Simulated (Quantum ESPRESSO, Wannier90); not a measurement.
## Ag (bcc (W type), model phase): Wannier90 run

Materials Project entry mp-2646971; symmetrised, unrelaxed at this level. This isn't the element's usual structure (fcc); take it as a model of another phase. Computed values, not measurements, from PBEsol: Quantum ESPRESSO (norm-conserving PseudoDojo potentials, cutoff 66 Ry, no spin polarisation, no spin-orbit coupling) on a Γ-centred 10×10×10 mesh, then Wannier90. Density: 18×18×18 mesh, cold smearing 0.01 Ry.

On the energy scale of pw.x, whose zero is arbitrary, the Fermi level lies at 15.87 eV.

Input w.win:

```
num_bands = 3
num_wann = 3
exclude_bands = 1,5-21
num_iter = 800
conv_tol = 1.0e-6
conv_window = 4
write_hr = true
write_u_matrices = true
auto_projections = true
begin unit_cell_cart
ang
   -1.6556550000    1.6556550000    1.6556550000
    1.6556550000   -1.6556550000    1.6556550000
    1.6556550000    1.6556550000   -1.6556550000
end unit_cell_cart
begin atoms_frac
Ag   0.0000000000  0.0000000000  0.0000000000
end atoms_frac
mp_grid = 10 10 10
begin kpoints
0.0000000000 0.0000000000 0.0000000000
0.0000000000 0.0000000000 0.1000000000
0.0000000000 0.0000000000 0.2000000000
... (997 more lines: the 10x10x10 mesh through Gamma)
end kpoints
```

Input of pw2wannier90.x that gives the overlap and projection files (equivalent; here they were cut from one run over all bands):

```
&inputpp
  outdir = './out'
  prefix = 'pwscf'
  seedname = 'w'
  write_amn = .true.
  write_mmn = .true.
  atom_proj = .true.
  atom_proj_exclude = 1 5 6 7 8 9 10
/
```

Output w.wout (banner and timings cut):

```
                                    ------
                                    SYSTEM
                                    ------

                              Lattice Vectors (Ang)
                    a_1    -1.655655   1.655655   1.655655
                    a_2     1.655655  -1.655655   1.655655
                    a_3     1.655655   1.655655  -1.655655

                   Unit Cell Volume:      18.15388  (Ang^3)

                        Reciprocal-Space Vectors (Ang^-1)
                    b_1     0.000000   1.897492   1.897492
                    b_2     1.897492   0.000000   1.897492
                    b_3     1.897492   1.897492   0.000000

 *----------------------------------------------------------------------------*
 |   Site       Fractional Coordinate          Cartesian Coordinate (Ang)     |
 +----------------------------------------------------------------------------+
 | ag   1   0.00000   0.00000   0.00000   |    0.00000   0.00000   0.00000    |
 *----------------------------------------------------------------------------*
                                ------------
                                K-POINT GRID
                                ------------

             Grid size = 10 x 10 x 10      Total points = 1000

 *---------------------------------- MAIN ------------------------------------*
 |  Number of Wannier Functions               :                 3             |
 |  Number of Objective Wannier Functions     :                 3             |
 |  Number of input Bloch states              :                 3             |
 |  Output verbosity (1=low, 5=high)          :                 1             |
 |  Timing Level (1=low, 5=high)              :                 1             |
 |  Optimisation (0=memory, 3=speed)          :                 3             |
 |  Length Unit                               :               Ang             |
 |  Post-processing setup (write *.nnkp)      :                 F             |
 |  Using Gamma-only branch of algorithms     :                 F             |
 *----------------------------------------------------------------------------*
 *------------------------------- WANNIERISE ---------------------------------*
 |  Total number of iterations                :               800             |
 |  Number of CG steps before reset           :                 5             |
 |  Trial step length for line search         :             2.000             |
 |  Convergence tolerence                     :         0.100E-05             |
 |  Convergence window                        :                 4             |
 |  Iterations between writing output         :                 1             |
 |  Iterations between backing up to disk     :               100             |
 |  Write r^2_nm to file                      :                 F             |
 |  Write xyz WF centres to file              :                 F             |
 |  Write on-site energies <0n|H|0n> to file  :                 F             |
 |  Use guiding centre to control phases      :                 F             |
 |  Use phases for initial projections        :                 F             |
 *----------------------------------------------------------------------------*
 *-------------------------------- PLOTTING ----------------------------------*
 |  Plotting Hamiltonian in WF basis          :                 T             |
 *----------------------------------------------------------------------------*

       ... (k-mesh section left out)

 Starting a new Wannier90 calculation ...

 Reading overlaps from w.mmn

 Reading projections from w.amn

 *------------------------------- WANNIERISE ---------------------------------*
 +--------------------------------------------------------------------+<-- CONV
 | Iter  Delta Spread     RMS Gradient      Spread (Ang^2)            |<-- CONV
 +--------------------------------------------------------------------+<-- CONV

 ------------------------------------------------------------------------------
 Initial State
  WF centre and spread    1  (  0.000000,  0.000000, -0.000000 )     0.31792074
  WF centre and spread    2  (  0.000000,  0.000000,  0.000000 )     0.31792074
  WF centre and spread    3  (  0.000000, -0.000000,  0.000000 )     0.31792074
  Sum of centres and spreads (  0.000000,  0.000000,  0.000000 )     0.95376221

      0     0.954E+00     0.0000000000        0.9537622066  <-- CONV
        O_D=      0.0000000 O_OD=      0.0004388 O_TOT=      0.9537622 <-- SPRD
 ------------------------------------------------------------------------------
      1    -0.189E-14     0.0000003889        0.9537622066  <-- CONV
        O_D=      0.0000000 O_OD=      0.0004388 O_TOT=      0.9537622 <-- SPRD
      2    -0.355E-14     0.0000003883        0.9537622066  <-- CONV
        O_D=      0.0000000 O_OD=      0.0004388 O_TOT=      0.9537622 <-- SPRD
      3    -0.544E-14     0.0000003870        0.9537622066  <-- CONV
        O_D=      0.0000000 O_OD=      0.0004388 O_TOT=      0.9537622 <-- SPRD
      4    -0.699E-14     0.0000003852        0.9537622066  <-- CONV
        O_D=      0.0000000 O_OD=      0.0004388 O_TOT=      0.9537622 <-- SPRD
             <<<     Delta < 1.000E-06  over  4 iterations     >>>
             <<< Wannierisation convergence criteria satisfied >>>
 Final State
  WF centre and spread    1  (  0.000000,  0.000000, -0.000000 )     0.31792074
  WF centre and spread    2  (  0.000000,  0.000000,  0.000000 )     0.31792074
  WF centre and spread    3  (  0.000000, -0.000000,  0.000000 )     0.31792074
  Sum of centres and spreads (  0.000000,  0.000000,  0.000000 )     0.95376221

         Spreads (Ang^2)       Omega I      =     0.953323408
        ================       Omega D      =     0.000000000
                               Omega OD     =     0.000438799
    Final Spread (Ang^2)       Omega Total  =     0.953762207
```
